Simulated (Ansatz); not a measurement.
SiH$_{8}$N$_{2}$F$_{6}$:
```cif
data_H16F12N4Si2
_chemical_formula_sum 'Si2 H16 N4 F12'
_space_group_name_H-M_alt 'P63mc'
_space_group_IT_number 186
_space_group_name_Hall 'P 6c -2c'
_cell_length_a 5.63678
_cell_length_b 5.63678
_cell_length_c 8.92700
_cell_angle_alpha 90.000
_cell_angle_beta 90.000
_cell_angle_gamma 120.000
loop_
_atom_site_label
_atom_site_type_symbol
_atom_site_symmetry_multiplicity
_atom_site_Wyckoff_symbol
_atom_site_fract_x
_atom_site_fract_y
_atom_site_fract_z
_atom_site_occupancy
Si1 Si 2 b 0.33333 0.66667 0.24220 1
H1 H 6 c 0.20051 0.10025 0.05289 1
H2 H 6 c 0.56702 0.13404 0.40715 1
H3 H 2 a 0.00000 0.00000 0.20731 1
H4 H 2 b 0.66667 0.33333 0.25199 1
N1 N 2 a 0.00000 0.00000 0.09137 1
N2 N 2 b 0.66667 0.33333 0.36768 1
F1 F 6 c 0.19170 0.38341 0.35246 1
F2 F 6 c 0.04976 0.52488 0.13402 1
```

This is the LDA-relaxed structure.

Problem. All from DFT-LDA in the program Ansatz with PAW potentials, unless another level is named. Give the bulk modulus (Birch–Murnaghan fit).

Solution. 39.7 GPa.

Problem. And the highest zone-centre frequency (without LO–TO term)?

Solution. 3385 cm^-1.

Space group P6_3mc. The workflow started from a Materials Project entry (that database holds measured and hypothetical structures alike); the Crystallography Open Database files this formula in space group No. 186, but the cells were not matched. Whether it is the stable phase at ambient conditions was not checked. The cell was relaxed with LDA under the symmetry of its start. At this level the phase is dynamically unstable (imaginary phonons). The volume lies over 15 % below that of the usual cell of this phase: another minimum, or an error of the functional. A crystal of weakly bound molecules computed without a dispersion correction: the cell and the soft elastic constants depend strongly on that.

Potentials: the later of the program's two PAW sets.
